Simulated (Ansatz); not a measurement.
SrTiO$_{3}$ in space group I4/mcm (No. 140; Sr on 4b, Ti on 4c, O on 8h, O on 4a), PBEsol in the plane-wave PAW code Ansatz, all energies at zero smearing, with the estimated change up to a 700 eV cutoff added, with one set of potentials and settings (totals compare only within such a set). Cell of 10 atoms (2 Sr, 2 Ti, 6 O): -15314.542 eV.

```
element                            reference phase  E (eV/atom)
-------  -----------------------------------------  -----------
Sr                      Fm-3m, 1 atoms in the cell   -3492.2134
Ti                     P6/mmm, 3 atoms in the cell   -2473.9117
O        C2/m, 4 atoms in the cell, spin-polarised    -558.3554
```

Formation energy per atom, worked out: (-15314.542 − 2×(-3492.2134) − 2×(-2473.9117) − 6×(-558.3554))/10 = -3.216 eV/atom (-310 kJ per mol of atoms), at 0 K, without zero-point energy or fitted corrections.

The workflow started from a Materials Project entry (that database holds measured and hypothetical structures alike); the Crystallography Open Database files this formula in space group No. 140, but the cells were not matched. It is not the phase usual at ambient conditions (space group No. 221). The cell was relaxed with PBEsol under the symmetry of its start. At this level the phase is dynamically unstable (imaginary phonons). No spin polarisation was allowed. The references are the lowest solids computed at this level, not always the standard phases (solids in place of the gases).

Potentials: the later of the program's two PAW sets.
